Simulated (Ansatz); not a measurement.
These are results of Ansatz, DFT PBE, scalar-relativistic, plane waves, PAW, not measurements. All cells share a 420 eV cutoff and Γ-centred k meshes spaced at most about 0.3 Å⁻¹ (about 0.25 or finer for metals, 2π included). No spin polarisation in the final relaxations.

Temperature and zero-point effects are left out.

Two relaxed structures of Sn₃As:

A.

```xyz
4
Lattice="0.0000 3.7074 3.7074 3.7074 0.0000 3.7074 3.7074 3.7074 0.0000" Properties=species:S:1:pos:R:3 pbc="T T T"
Sn    5.5612    5.5612    5.5612
Sn    3.7074    3.7074    3.7074
Sn    1.8537    1.8537    1.8537
As    0.0000    0.0000    0.0000
```

B.

```xyz
4
Lattice="2.4422 -6.3596 0.0000 2.4422 6.3596 0.0000 0.0000 0.0000 3.7552" Properties=species:S:1:pos:R:3 pbc="T T T"
Sn    2.4422   -2.2730    0.0000
Sn    2.4422    2.2730    0.0000
Sn    0.0000    0.0000    0.0000
As    2.4422    0.0000    1.8776
```

Question: Which is lower in energy, and by how much?

Answer: B is lower, by 18 meV/atom. A has the BiF3 (D0_3) type, space group Fm-3m (No. 225), 25.5 Å³/atom and no gap on its mesh; B has space group Cmmm (No. 65), 29.2 Å³/atom and no gap. Counting Sn atoms around As (those within 1.25 times the shortest such distance or 1.15 times the sum of covalent radii; a plus sign parts nearer from farther groups; the shortest distance is added where it is long for a bond), A has As 8+6 from 3.2 Å and B has As 8. The lower one is the more open, so pressure narrows the difference. Even the lower one lies +0.14 eV/atom against the reference forms of the elements (uncorrected), so neither is stable at this level. Both come from invented guesses. A third cell relaxed alike, in P6_3/mmc (a Materials Project cell), lies 7 meV/atom below the lower of the two.

In Fm-3m, Cmmm an odd number of electrons in the primitive cell allows no gap without spin; a larger cell or a magnetic state could open one. A magnetic state wasn't ruled out in cells without spin, among them Fm-3m, Cmmm. Cells relaxed within their symmetry can be saddle points.
